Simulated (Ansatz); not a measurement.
Here is an unrelaxed guess for GeSbTe3.

```xyz
5
Lattice="5.2412 0.0000 0.0000 0.0000 5.2412 0.0000 0.0000 0.0000 5.8261" Properties=species:S:1:pos:R:3 pbc="T T T"
Ge    0.0000    0.0000    2.9130
Sb    2.6206    2.6206    0.0000
Te    2.6206    0.0000    0.0000
Te    0.0000    2.6206    0.0000
Te    0.0000    0.0000    0.0000
```

Computed with DFT PBE, scalar-relativistic, plane waves, PAW in Ansatz 0.2.0. Cutoff 420 eV; k points 4×4×4 on the computed 5-atom cell (Γ-centred); Gaussian smearing, width 0.10 eV; no spin polarisation.

Formation energies are uncorrected and refer to the elements' standard structures at the same level.

Task: Estimate its pressure, forces and energy as it stands.

Result: The pressure is 23.8 GPa (the mean over three directions, positive in compression), the largest force is 0.00 eV/Å (symmetry fixes the atoms), and the energy is +1.53 eV/atom against the elements. The shortest distance is 2.62 Å.

Task: How much does it gain on relaxing, and where does it end?

Result: Relaxing gains about 0.97 eV/atom (the start's value is from the coarse mesh, so the gain is rough) in 12 ionic steps and ends at +0.56 eV/atom on the finer mesh. The symmetry stays P4/mmm (No. 123). The volume per atom grows by 33.8 %, from 32.0 to 42.8 Å³. The shortest distance goes from 2.62 Å (Sb–Te and Te–Te) to 2.80 Å (Ge–Te). The ratio c/a of the conventional cell changes by a factor of 0.81. Conventional cell: a = 6.184 Å, c = 5.601 Å. Around Ge lie 2 Te at 2.80 Å; Sb has 4 Te at 3.09 Å; around Te on a site of symmetry mmm lie 2 Sb at 3.09 Å and 2 Te at 3.09 Å; 1 more site not described.

The last run used a 6×6×8 mesh (in the run's order of axes) for its 5-atom cell and Gaussian smearing of 0.10 eV. Spin–orbit coupling, which can matter for Sb and Te, is left out. An odd number of electrons in the primitive cell allows no gap without spin; a larger cell or a magnetic state could open one. The cell is a metal run without spin; a magnetic state may lie lower. The reference form of Te is held partly by dispersion forces, which this level lacks. The relaxation can't lower the symmetry of the start. A structure relaxed within its symmetry needn't be a true minimum. Another cell of GeSbTe3 relaxed alike, in P4/mmm, lies 0.40 eV/atom lower, so this cell isn't the stable form at this level.
